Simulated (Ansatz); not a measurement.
Rb2TeBr6:
```cif
data_Br12Rb4Te2
_chemical_formula_sum 'Rb4 Te2 Br12'
_space_group_name_H-M_alt 'I4/m'
_space_group_IT_number 87
_space_group_name_Hall '-I 4'
_cell_length_a 7.61678
_cell_length_b 7.61678
_cell_length_c 11.10340
_cell_angle_alpha 90.000
_cell_angle_beta 90.000
_cell_angle_gamma 90.000
loop_
_atom_site_label
_atom_site_type_symbol
_atom_site_symmetry_multiplicity
_atom_site_Wyckoff_symbol
_atom_site_fract_x
_atom_site_fract_y
_atom_site_fract_z
_atom_site_occupancy
Rb1 Rb 4 d 0.00000 0.50000 0.25000 1
Te1 Te 2 a 0.00000 0.00000 0.00000 1
Br1 Br 8 h 0.28368 0.21642 0.00000 1
Br2 Br 4 e 0.00000 0.00000 0.24527 1
```
(The calculation used a cell of 9 atoms; values per cell refer to that cell.)

Relaxed at zero pressure with r²SCAN in the plane-wave PAW code Ansatz.

Question: The volume is raised by 6 % and shape and atoms relax at that volume. What pressure results, and how do the axes share the change?

Answer: -0.6 GPa; a 2.0 %, b 2.0 %, c 1.8 %; the energy rises by 4 meV/atom.

Question: Give the new structure.

Answer: 
Space group I4/m (No. 87); a = 7.771 Å, b = 7.771 Å, c = 11.307 Å, α = 90.00°, β = 90.00°, γ = 90.00°

| atom | site | symmetry | x | y | z |
|---|---|---|---|---|---|
| Rb | 4d | -4.. | 0.0000 | 0.5000 | 0.2500 |
| Te | 2a | 4/m.. | 0.0000 | 0.0000 | 0.0000 |
| Br | 8h | m.. | 0.2839 | 0.2065 | 0.0000 |
| Br | 4e | 4.. | 0.0000 | 0.0000 | 0.2415 |

The phase is kept; no other phase was compared at this pressure.

The workflow started from a Materials Project entry (that database holds measured and hypothetical structures alike); the Crystallography Open Database copy checked does not list it. Its standing as an ambient phase is unchecked. The cell was relaxed with r²SCAN under the symmetry of its start; whether a distortion lowers the energy is not shown. Spin–orbit coupling is left out wherever it is not named.

Potentials: the later of the program's two PAW sets.
